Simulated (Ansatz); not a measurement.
A trial cell of BW3, before relaxation:

```cif
data_structure
_symmetry_space_group_name_H-M 'P6_3/mmc'
_symmetry_Int_Tables_number 194
_cell_length_a 2.8971
_cell_length_b 2.8971
_cell_length_c 13.9393
_cell_angle_alpha 90.000
_cell_angle_beta 90.000
_cell_angle_gamma 120.000
_cell_volume 101.32
loop_
_atom_site_label
_atom_site_type_symbol
_atom_site_symmetry_multiplicity
_atom_site_Wyckoff_symbol
_atom_site_fract_x
_atom_site_fract_y
_atom_site_fract_z
_atom_site_occupancy
B1 B 2 a 0.00000 0.00000 0.00000 1
W1 W 4 f 0.33333 0.66667 0.08889 1
W2 W 2 d 0.33333 0.66667 0.75000 1
```

Method: DFT PBE, scalar-relativistic, plane waves, PAW in Ansatz. Cutoff 420 eV, Gaussian smearing, Γ-centred meshes. Cell and atoms relax first on a coarse mesh and then on a finer one. In between, the cell is made exact in the group found at 0.06 Å. In metals the finer mesh still leaves noise of several meV/atom or more. The steps can't lower the symmetry of their start. No spin polarisation.

A guess keeps its type if space group and coordination stay and the shape of the cell changes little (axis ratios within about 15 %, angles within 6°); the volume may change.

**Question.** Does it keep its structure type, or change into something else?

**Answer.** It keeps its type. The symmetry stays P6_3/mmc (No. 194). The volume per atom grows by 10.2 %, from 12.7 to 14.0 Å³. The shortest distance goes from 2.08 Å (B–W) to 2.17 Å (B–W). The ratio c/a of the conventional cell changes by a factor of 0.98. Counting neighbours within 15 % of an atom's shortest distance, the start has B 6, W 3/12 and the end B 6, W 3/12.

Formation energies are uncorrected and refer to the elements' standard structures at the same level.

**Question.** At what energy does it end?

**Answer.** +0.07 eV/atom. It can't be a ground state, since the elements alone are lower.

The last run used a 12×12×4 mesh (in the run's order of axes) for its 8-atom cell and Gaussian smearing of 0.10 eV. Spin–orbit coupling, which can matter for W, is left out. Symmetry constrained the relaxation, so the result can be a saddle point.

In counts of neighbours, a slash parts the counts of unlike sites.
